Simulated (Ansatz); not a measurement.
Molecular dynamics on a 2×2×1 supercell (16 atoms) of CdHgS2 (ordering on zincblende), relaxed with r2SCAN. Forces come from PBEsol in Ansatz: Langevin thermostat and barostat (NPT), 2200 K, steps of 1 fs. Classical nuclei, no spin polarisation; a few dozen steps show the first response, not equilibrium. The structure comes from a prototype and may be hypothetical.

```yaml
crystal:
  lattice:
    - [8.3617089653, 0.0, 0.0]
    - [0.0, 8.3617089653, 0.0]
    - [0.0, 0.0, 5.8842973364]
  atoms:
    - { symbol: Cd, position: [0.0, 0.0, 0.0] }
    - { symbol: S, position: [0.0, 0.25, 0.2465594814] }
    - { symbol: Hg, position: [0.25, 0.25, 0.5] }
    - { symbol: S, position: [0.25, 0.0, 0.7534405186] }
    - { symbol: Cd, position: [0.0, 0.5, 0.0] }
    - { symbol: S, position: [0.0, 0.75, 0.2465594814] }
    - { symbol: Hg, position: [0.25, 0.75, 0.5] }
    - { symbol: S, position: [0.25, 0.5, 0.7534405186] }
    - { symbol: Cd, position: [0.5, 0.0, 0.0] }
    - { symbol: S, position: [0.5, 0.25, 0.2465594814] }
    - { symbol: Hg, position: [0.75, 0.25, 0.5] }
    - { symbol: S, position: [0.75, 0.0, 0.7534405186] }
    - { symbol: Cd, position: [0.5, 0.5, 0.0] }
    - { symbol: S, position: [0.5, 0.75, 0.2465594814] }
    - { symbol: Hg, position: [0.75, 0.75, 0.5] }
    - { symbol: S, position: [0.75, 0.5, 0.7534405186] }
kpoints:
  mp_grid: { grid: [2, 2, 2] }
hamiltonian:
  xc: pbesol
scf:
  occupations: { method: fermi_dirac, width: 0.19 }
md:
  ensemble: npt_langevin
  temperature: 2200
  timestep: 1.0
  n_steps: 30
  initial_velocities: maxwell_boltzmann
  seed: 782
```

Run as `ansatz run input.yaml --threads 4 --pin off --max-ram 3686MiB --backend cpu --events-out ev --progress --plain --runs-dir out`. It took 5.4 min on 4 threads of Intel(R) Xeon(R) Processor @ 2.50GHz (Skylake/Cascade Lake), on a shared host; peak host memory 1.7 GiB.

```csv
step,t (fs),T (K),free energy F from step 0 (meV/atom),kinetic energy (meV/atom),pressure (GPa),volume (Å³/atom),largest force (eV/Å)
0,0,2062,0.0,266.6,-0.30,25.71,0.01
1,1,1990,0.3,257.2,-0.33,25.71,0.12
2,2,1931,1.0,249.6,-0.35,25.71,0.23
3,3,2103,2.3,271.9,-0.23,25.71,0.33
4,4,2108,4.0,272.4,-0.20,25.71,0.44
5,5,2104,6.3,272.0,-0.18,25.71,0.54
6,6,2235,9.1,288.9,-0.09,25.73,0.64
7,7,2191,12.3,283.3,-0.09,25.74,0.74
8,8,2141,16.0,276.8,-0.10,25.75,0.85
9,9,2158,20.0,279.0,-0.05,25.77,0.94
10,10,2073,24.3,268.0,-0.05,25.78,1.03
11,11,2110,28.9,272.7,0.02,25.79,1.11
12,12,2180,33.9,281.8,0.11,25.79,1.19
13,13,2160,39.1,279.2,0.17,25.80,1.27
14,14,2018,44.6,260.8,0.15,25.82,1.34
15,15,1956,49.9,252.8,0.16,25.83,1.41
16,16,2019,55.2,261.0,0.24,25.85,1.46
17,17,2002,60.4,258.8,0.27,25.87,1.48
18,18,1849,65.3,238.9,0.23,25.88,1.50
19,19,1801,69.9,232.8,0.24,25.90,1.51
20,20,1590,74.2,205.5,0.16,25.91,1.51
21,21,1625,78.5,210.0,0.22,25.92,1.51
22,22,1544,82.6,199.6,0.22,25.92,1.57
23,23,1614,86.6,208.7,0.31,25.93,1.63
24,24,1598,90.7,206.6,0.36,25.92,1.69
25,25,1426,94.6,184.3,0.33,25.92,1.75
26,26,1328,98.6,171.6,0.34,25.91,1.81
27,27,1237,102.6,159.9,0.36,25.90,1.87
28,28,1181,106.2,152.7,0.39,25.90,1.92
29,29,1218,109.6,157.5,0.45,25.90,1.97
30,30,1236,113.0,159.8,0.50,25.90,2.02
```

The temperature starts at 2062 K, is lowest at step 28 (1181 K, 28 fs) and ends at 1236 K. The thermostat hasn't had time to restore it. The atoms start on their lattice sites with kinetic energy alone, so much of it first passes into potential energy.

Positions (Å) and forces (eV/Å) at step 30:
```
cell (Å): 8.381 0.000 0.000; 0.000 8.381 0.000; 0.000 0.000 5.898
Cd  -0.049   0.090   0.070     1.050  -1.708  -0.241
S    0.223   2.006   1.382    -0.584   0.717   1.241
Hg   2.122   2.255   3.013     0.536  -0.290  -0.108
S    2.139  -0.057   4.270    -0.668   1.169   0.899
Cd  -0.024   4.000  -0.026     0.802   0.652   0.149
S    0.167   6.146   1.415    -0.935   0.444  -0.124
Hg   2.058   6.361   2.991     0.071  -0.594  -0.756
S    2.143   4.274   4.382    -0.576  -0.208   0.411
Cd   4.093  -0.276  -0.201    -0.157   0.563   0.744
S    4.050   2.049   1.378     0.766  -0.396   0.203
Hg   6.457   1.955   2.948    -0.424   0.467  -0.333
S    6.284   0.259   4.784    -0.256  -0.674  -1.440
Cd   4.040   4.201   0.050     0.336  -0.857   0.005
S    4.179   6.195   1.384     0.289   0.670   0.941
Hg   6.248   6.271   2.991     0.308  -0.298   0.078
S    6.275   4.112   4.746    -0.561   0.344  -1.670
```
